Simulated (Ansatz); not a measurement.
# What U does to GdSi2 (P6/mmm)

```xyz
3
Lattice="4.0593 0.0000 0.0000 -2.0297 3.5155 0.0000 0.0000 0.0000 4.0715" Properties=species:S:1:pos:R:3 pbc="T T T"
Gd    0.0000    0.0000    0.0000
Si    2.0297    1.1718    2.0357
Si    0.0000    2.3436    2.0357
```

Geometry: a structure from the Materials Project; nothing is relaxed.

Functional, mesh and filling: LDA, 8×8×7 k mesh, Fermi–Dirac smearing of 0.05 eV. PAW means Ansatz 0.2.0 on its default frozen-core files; LAPW is all-electron LAPW in Ansatz 0.2.0. Site moments are integrated in spheres about the atoms, whose radii differ between the methods. Start moments of the first PAW run (μB): Gd1 7.

U is Dudarev's effective value on Löwdin-orthogonalised free-atom orbitals with fully localised double counting, unless a row says otherwise (a row with U and J takes Liechtenstein's form); the search for lower states is left at its default. Gaps are Kohn–Sham gaps on the k mesh over both spins.

```csv
run,largest site moment PAW (μB),largest site moment LAPW (μB),gap PAW (eV),gap LAPW (eV),Gd f electrons PAW,electrons LAPW,P PAW (GPa),P LAPW (GPa)
no U,6.81,6.83,metal,metal,7.22,7.20,-4.8,-4.8
U = 2 eV on Gd f,6.97,7.00,metal,metal,7.10,7.10,-4.7,-4.7
U = 4 eV on Gd f,7.04,7.07,metal,metal,7.05,7.05,-4.5,-4.5
U = 6 eV on Gd f,7.07,–,metal,–,7.03,–,?,–
"U = 4 eV on Gd f, around-mean-field double counting",6.80,6.82,metal,metal,7.21,7.21,-4.8,-4.8
```

Q: Give the missing entry: row "U = 6 eV on Gd f", column "P PAW (GPa)".

A: -4.2.

Q: Give the eigenvalues of the occupation matrix of Gd1 f for «U = 4 eV on Gd f, around-mean-field double counting» by LAPW.

A: Majority spin: 1.00, 1.00, 1.00, 1.00, 1.00, 1.00, 1.00. Minority spin: 0.00, 0.01, 0.01, 0.03, 0.03, 0.07, 0.07.

The PAW files were made with PBE; the program remakes their cores once for the run's functional and then keeps them frozen. Spin–orbit coupling is left out although heavy atoms are present. With open f shells a run can end in a state that isn't the lowest. None of this fixes the real material's magnetic order: only patterns that fit the cell were computed, without spin fluctuations and on one mesh and smearing, with a functional that can overstate moments.
